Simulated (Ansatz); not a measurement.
## Calculated ³³S NMR of the central transition for MoS₂

Cell: a COD entry, ions relaxed with PBE at fixed cell.

Space group P6_3/mmc (No. 194); a = 3.1400, c = 12.5300 Å, γ = 120.00°.

```
site  Wyckoff  site symmetry       x       y       z
  Mo       2c           -6m2  0.3333  0.6667  0.2500
   S       4f            3m.  0.3333  0.6667  0.6245
```

One atom of each set is listed.

The numbers come from a DFT calculation in Ansatz (PBE, plane waves and PAW, scalar-relativistic, collinear spin, 420 eV cutoff, Γ-centred 16×16×4 k-points, Fermi–Dirac smearing 0.02 eV). Start moments as typed (μB): 2 on each Mo, none on the rest.

³³S has I = 3/2 and Q = -69.40 mb (Pyykkö 2018); at 11.7 T its Larmor frequency is ν₀ = 38.3 MHz. Only the quadrupole interaction is simulated: positions count from each site's isotropic chemical shift, and shift anisotropy, dipolar and J coupling are left out.

(1) Simulate the second-order pattern (static powder, Gaussian broadening 10 kHz) of site S (3 Mo at 2.40 Å).

## Answers

(1) The calculation gives C_Q = 8.69 MHz and η = 0.00, so ν_Q = 4.34 MHz and the centre of gravity lies at -1288 ppm (-49.3 kHz).

| offset (kHz) | height |
| --- | --- |
| -180.2 | 0 |
| -170.9 | 24 |
| -161.6 | 100 |
| -152.3 | 72 |
| -143.0 | 51 |
| -133.7 | 43 |
| -124.4 | 38 |
| -115.1 | 35 |
| -105.7 | 32 |
| -96.4 | 31 |
| -87.1 | 29 |
| -77.8 | 28 |
| -68.5 | 27 |
| -59.2 | 27 |
| -49.9 | 26 |
| -40.6 | 26 |
| -31.3 | 26 |
| -22.0 | 26 |
| -12.7 | 25 |
| -3.4 | 24 |
| 5.9 | 21 |
| 15.2 | 21 |
| 24.5 | 22 |
| 33.9 | 23 |
| 43.2 | 24 |
| 52.5 | 27 |
| 61.8 | 30 |
| 71.1 | 36 |
| 80.4 | 51 |
| 89.7 | 71 |
| 99.0 | 17 |
| 108.3 | 0 |

An axis of threefold or higher order runs through S, so V_zz lies along it and η is zero.

Without spin–orbit coupling (the program notes it for Mo) the gradients can shift somewhat, as the gap is small. The start moments die out, and the run ends without spin.
